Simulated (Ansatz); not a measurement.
**NiO: input and output of an SCF run**

System: NiO, a measured crystal structure (space group Fm-3m); the cell holds 2 atoms. Source: COD entry 4329325; it may be a high-temperature, high-pressure or metastable form.

These are results of DFT, PBEsol+U, PAW, plane waves, scalar-relativistic in Ansatz, not measurements.

The input:

```yaml
crystal:
  lattice:
    - [0.0, 2.08855, 2.08855]
    - [2.08855, 0.0, 2.08855]
    - [2.08855, 2.08855, 0.0]
  atoms:
    - { symbol: O, position: [0.5, 0.5, 0.5] }
    - { symbol: Ni, position: [0.0, 0.0, 0.0], spin: 2.0 }
magnetization:
  spin_polarized: true
hamiltonian:
  xc: pbesol
  pseudopotentials: { kind: paw }
  hubbard: { sites: [{ species: Ni, l: d, u_eff: 6.2 }] }
basis:
  ecutwfc: 420
kpoints:
  mp_grid: { grid: [9, 9, 9] }
scf:
  occupations: { method: gaussian, width: 0.02 }
  lower_state_search: "off"
  algorithm: density_mixing
  max_iter: 60
  mixing: { algorithm: anderson, ndim: 12, beta: 1.0, preconditioner: none }
output:
  forces: true
  stress: true
```

Launched as:
```sh
ansatz run input.yaml --threads 2 --pin off --max-ram 5120MiB --backend cpu --events-out ev --progress --plain --runs-dir out
```

Program output, abridged:

```
O: projections on atomic orbitals take those of the free atom [He] 2s2 2p4, of charge +0.00 (hamiltonian.pseudopotentials.projection_atoms); the dataset's partial waves leave at most 1.9e-8 of an orbital's norm unspanned inside its sphere
Ni: projections on atomic orbitals take those of the free atom [Ne] 3s2 3p6 3d8 4s2, of charge +0.00 (hamiltonian.pseudopotentials.projection_atoms); the dataset's partial waves leave at most 1.6e-6 of an orbital's norm unspanned inside its sphere
Pseudopotentials: kind: paw
Pseudopotential: O, paw, valence charge 6, recommended cutoff 420 eV (normal), O.paw.azcp
Pseudopotential: Ni, paw, valence charge 18, recommended cutoff 420 eV (normal), Ni.paw.azcp
Functional definition: PBEsol
Crystal: 2 atoms, lattice volume = 18.221 Å³
Basis set: ecut = 420 eV, 339 PW (Γ), exchange–correlation on 40×40×40 points (8 copies of the dense FFT grid, shifted against one another)
Bands: 17, of which v1, the nominal top of the filled ones, is band 12 counted from 1 (11 counted from 0)
Symmetry: 48 space group operations
Space group: Fm-3m (ITA 225), of the structure as read, at distance tolerance 2.6e-5 Å
Magnetic group: BNS 225.116 (UNI 1618), of the structure as read, at distance tolerance 2.6e-5 Å
k-points: 35 of 729
Non-local potential: O, projectors of the file, l = 0: 2, l = 1: 2, l = 2: 1
Non-local potential: Ni, projectors of the file, l = 0: 3, l = 1: 2, l = 2: 3, l = 3: 1
PAW frozen core: O, regenerated for the run's functional, and the local potential with it (the file was generated under x = pbe(κ = 0.804, μ = 0.2195149727645171), c = pbe(β = 0.06672455060314922))
PAW frozen core: Ni, regenerated for the run's functional, and the local potential with it (the file was generated under x = pbe(κ = 0.804, μ = 0.2195149727645171), c = pbe(β = 0.06672455060314922))
Initial density: superposition of atomic densities (chi_scale 0.1, normalization cell, long waves kept (reshape's long-wave potential 0.00 eV rms))
Starting moments: Σ|m| = 2 μB on 1 of 2 sites
Initial wavefunctions: pseudopotential atomic-orbital guess
Functional: x = pbesol(κ = 0.804, μ = 0.12345679012345678), c = pbesol(β = 0.046)
SCF iter   1: F=—  HF=-6364.435589 eV  |F-HF|=—  |Δ(HF+E_count)|=         —  Δρ=4.00e-1 (↑1.11e-1 ↓4.00e-1)  dr2=3.24e1  dr2_m=4.96e0  M=0.547 μB ∫|m|=0.547 μB  β_m=1.00  ethr=3.10e-3  ⟨swp⟩=5.0  Hψ=5278  notcnv=0
SCF iter   2: F=—  HF=-6472.829265 eV  |F-HF|=—  |Δ(HF+E_count)|=    1.08e2  Δρ=1.19e0 (↑1.19e0 ↓9.18e-1)  dr2=5.59e2  dr2_m=3.71e0  M=1.428 μB ∫|m|=1.429 μB  β_m=1.00  ethr=3.10e-3  ⟨swp⟩=5.7  Hψ=4612  notcnv=0  defer=60  κ⁻¹=1.0e0(r=1)
SCF iter   3: F=—  HF=-6356.666870 eV  |F-HF|=—  |Δ(HF+E_count)|=    1.16e2  Δρ=1.51e-1 (↑1.14e-1 ↓1.51e-1)  dr2=1.02e1  dr2_m=3.85e-1  M=2.025 μB ∫|m|=2.036 μB  β_m=1.00  ethr=3.10e-3  ⟨swp⟩=4.5  Hψ=4655  notcnv=0  defer=52  κ⁻¹=2.4e-2(r=2)
SCF iter   4: F=—  HF=-6364.279775 eV  |F-HF|=—  |Δ(HF+E_count)|=    7.61e0  Δρ=8.39e-2 (↑8.39e-2 ↓7.77e-2)  dr2=4.18e0  dr2_m=3.28e-3  M=2.000 μB ∫|m|=2.010 μB  β_m=1.00  ethr=3.10e-3  ⟨swp⟩=2.9  Hψ=2624  notcnv=0  defer=47  κ⁻¹=2.2e-4(r=3)
SCF iter   5: F=—  HF=-6363.900571 eV  |F-HF|=—  |Δ(HF+E_count)|=   3.79e-1  Δρ=7.03e-2 (↑7.03e-2 ↓6.16e-2)  dr2=2.81e0  dr2_m=3.93e-3  M=2.000 μB ∫|m|=2.010 μB  β_m=4.00  ethr=3.10e-3  ⟨swp⟩=2.0  Hψ=1970  notcnv=0  defer=48
Mixer restart at iter 5: flushing history
spin-set hold released at iteration 5 (the charge has settled, or the pull on large starting moments outlasts its swing): the magnetisation degrees of freedom join the quasi-Newton model from the next iteration; the mixer history was flushed
SCF iter   6: F=—  HF=-6370.821923 eV  |F-HF|=—  |Δ(HF+E_count)|=    6.92e0  Δρ=4.55e-1 (↑2.31e-1 ↓4.55e-1)  dr2=6.08e1  dr2_m=4.59e0  M=0.533 μB ∫|m|=0.539 μB  β_m=4.00  ethr=3.10e-3  ⟨swp⟩=3.6  Hψ=3265  notcnv=0  defer=43  κ⁻¹=1.0e0(r=1)
SCF iter   7: F=—  HF=-6362.670222 eV  |F-HF|=—  |Δ(HF+E_count)|=    8.15e0  Δρ=1.30e-1 (↑8.10e-2 ↓1.30e-1)  dr2=3.62e-1  dr2_m=1.81e0  M=2.000 μB ∫|m|=2.003 μB  β_m=4.00  ethr=3.10e-3  ⟨swp⟩=3.4  Hψ=3178  notcnv=0  defer=69  κ⁻¹=5.9e-2(r=2)
SCF iter   8: F=—  HF=-6363.170003 eV  |F-HF|=—  |Δ(HF+E_count)|=   5.00e-1  Δρ=2.35e-2 (↑2.35e-2 ↓1.29e-2)  dr2=1.60e-1  dr2_m=8.30e-3  M=2.000 μB ∫|m|=2.006 μB  β_m=4.00  ethr=1.51e-3  ⟨swp⟩=2.4  Hψ=2934  notcnv=0  defer=47  κ⁻¹=5.7e-3(r=3)
SCF iter   9: F=—  HF=-6363.183451 eV  |F-HF|=—  |Δ(HF+E_count)|=   1.34e-2  Δρ=2.05e-2 (↑1.72e-2 ↓2.05e-2)  dr2=5.11e-2  dr2_m=4.76e-2  M=2.000 μB ∫|m|=2.006 μB  β_m=4.00  ethr=6.67e-4  ⟨swp⟩=2.2  Hψ=2528  notcnv=0  defer=47  κ⁻¹=1.8e-3(r=4)
SCF iter  10: F=—  HF=-6363.187924 eV  |F-HF|=—  |Δ(HF+E_count)|=   4.47e-3  Δρ=1.58e-2 (↑3.47e-3 ↓1.58e-2)  dr2=3.81e-2  dr2_m=1.01e-2  M=2.000 μB ∫|m|=2.006 μB  β_m=4.00  ethr=2.13e-4  ⟨swp⟩=2.4  Hψ=1971  notcnv=0  defer=47  κ⁻¹=9.3e-5(r=5)
SCF iter  11: F=—  HF=-6363.184543 eV  |F-HF|=—  |Δ(HF+E_count)|=   3.38e-3  Δρ=1.07e-2 (↑5.72e-3 ↓1.07e-2)  dr2=2.04e-2  dr2_m=6.07e-3  M=2.000 μB ∫|m|=2.007 μB  β_m=4.00  ethr=1.59e-4  ⟨swp⟩=2.0  Hψ=1446  notcnv=0  defer=47  κ⁻¹=2.2e-5(r=6)
SCF iter  12: F=—  HF=-6363.183966 eV  |F-HF|=—  |Δ(HF+E_count)|=   5.77e-4  Δρ=4.69e-3 (↑1.83e-3 ↓4.69e-3)  dr2=3.43e-3  dr2_m=1.16e-3  M=2.000 μB ∫|m|=2.006 μB  β_m=4.00  ethr=8.50e-5  ⟨swp⟩=2.5  Hψ=1807  notcnv=0  defer=47  κ⁻¹=2.4e-6(r=7)
SCF iter  13: F=—  HF=-6363.183912 eV  |F-HF|=—  |Δ(HF+E_count)|=   5.45e-5  Δρ=3.66e-3 (↑1.16e-3 ↓3.66e-3)  dr2=2.01e-3  dr2_m=6.69e-4  M=2.000 μB ∫|m|=2.007 μB  β_m=4.00  ethr=1.43e-5  ⟨swp⟩=1.0  Hψ=1335  notcnv=0  defer=47  κ⁻¹=9.0e-8(r=8)
SCF iter  14: F=—  HF=-6363.183786 eV  |F-HF|=—  |Δ(HF+E_count)|=   1.26e-4  Δρ=1.32e-3 (↑4.04e-4 ↓1.32e-3)  dr2=2.79e-4  dr2_m=7.79e-5  M=2.000 μB ∫|m|=2.007 μB  β_m=4.00  ethr=8.37e-6  ⟨swp⟩=2.4  Hψ=1707  notcnv=0  defer=47  κ⁻¹=2.6e-8(r=9)
SCF iter  15: F=—  HF=-6363.183762 eV  |F-HF|=—  |Δ(HF+E_count)|=   2.36e-5  Δρ=4.31e-4 (↑1.22e-4 ↓4.31e-4)  dr2=3.30e-5  dr2_m=6.31e-6  M=2.000 μB ∫|m|=2.007 μB  β_m=4.00  ethr=1.16e-6  ⟨swp⟩=1.7  Hψ=1514  notcnv=0  defer=47  κ⁻¹=7.6e-9(r=10)
SCF iter  16: F=—  HF=-6363.183762 eV  |F-HF|=—  |Δ(HF+E_count)|=   4.25e-7  Δρ=6.10e-5 (↑3.26e-5 ↓6.10e-5)  dr2=5.34e-7  dr2_m=2.39e-7  M=2.000 μB ∫|m|=2.007 μB  β_m=4.00  ethr=1.37e-7  ⟨swp⟩=2.2  Hψ=1587  notcnv=0  defer=47  κ⁻¹=2.2e-9(r=11)
SCF iter  17: F=—  HF=-6363.183762 eV  |F-HF|=—  |Δ(HF+E_count)|=   1.25e-7  Δρ=2.71e-5 (↑7.79e-6 ↓2.71e-5)  dr2=1.24e-7  dr2_m=2.93e-8  M=2.000 μB ∫|m|=2.007 μB  β_m=4.00  ethr=2.23e-9  ⟨swp⟩=2.5  Hψ=1755  notcnv=0  defer=47  κ⁻¹=2.3e-11(r=11)
SCF iter  18: F=-6363.183762 eV  HF=-6363.183762 eV  |F-HF|=1.65e-9  |Δ(HF+E_count)|=   1.63e-8  Δρ=5.09e-6 (↑2.32e-6 ↓5.09e-6)  dr2=3.67e-9  dr2_m=1.51e-9  M=2.000 μB ∫|m|=2.007 μB  ethr=4.17e-10  ⟨swp⟩=6.7  Hψ=4874  notcnv=0
SCF 1 converged in 18 iterations: F = -6363.183762 eV  dr2 = 3.67e-9
  greatest PAW one-centre occupation: 1.002 electrons in one spin orbital (limit 2), on the Ni atom at site 1 (counted from 0), in its partial waves of l = 1
this state was not tested for a lower state beside it, because the mixer in use, unlike msr1, does not test its closes by its own steps (another_mixer; see scf.mixing.algorithm and scf.lower_state_search)
SCF converged after 18 iterations
Magnetization: 2.0000 μB (13.0000 up, 11.0000 down)
Absolute magnetization: 2.0059 μB (∫|ρ↑−ρ↓|, with the PAW one-centre terms)
Spin contamination: 0.0016 ħ² per cell (⟨S²⟩ above its minimum at these occupations)
Per-site moments (μB) at R_I (Å): [(0.2155, 0.8615), (1.7110, 0.8615)]
Free energy (F): -6363.183762 eV
Harris-Foulkes:  -6363.183762 eV  (|F-HF|=1.65e-9)
Internal energy: -6363.183762 eV  (E = F + TS)
E sigma→0 (E₀):  -6363.183762 eV
Fermi energy:    14.567347 eV
--- Per-component energies (eV) ---
  E_band       = -359.132854
  E_kinetic    = 449.612864
  E_local      = -3985.132128  (includes V_loc(G=0)·N_el)
  E_nonlocal   = 691.046657
  E_hartree    = 1633.835918
  E_xc         = -154.707794
  E_vxc        = -199.398754  (∫ρ·V_xc dr)
  E_hubbard    = 0.796960  (on-site DFT+U / exact-exchange correction)
  E_vhub       = -24.004718  (the Hubbard potential's part of the band-sum identity)
  E_paw        = -1748.200287  (= ΣΔE_a)
  E_vpaw       = -558.935680  (= ΣTr[D̂ρ^β])
  E_aug_tail   = 0.003175  (compensation charges beyond the density's cutoff)
  E_ewald      = -3250.671704
  E_core_change = 0.232577  (= ΣΔE_core)
  E_smearing   = -0.000000  (= −TS)
  E_closure    = 0.000000  (closes the sum)
  Σ components = -6363.183762   (vs F -6363.183762, Δ=0.00e0)
--- Forces (eV/Å), atoms counted from 1 ---
  atom   1  O      0.00000000    -0.00000000     0.00000000
  atom   2  Ni    -0.00000000     0.00000000    -0.00000000
  max |Σ_I F_I| component: 1.27e-29 eV/Å
--- Stress (GPa, compression-positive) ---
        3.432006       0.000000       0.000000
       -0.000000       3.432006       0.000000
       -0.000000      -0.000000       3.432006
  P = ⅓ Tr σ = 3.4320 GPa (34.320 kbar)
```

A static U favours moments and orbital order; the result depends on U and need not be the measured state. With one magnetic atom in the cell its copies can only be parallel; orders in a larger cell may lie lower. Only one magnetic start was run, with no search, so the state need not be the lowest.

The run took 1.8 s on 2 threads of Intel(R) Xeon(R) Platinum 8488C (Sapphire Rapids), on a shared host, peak memory 0.35 GiB.
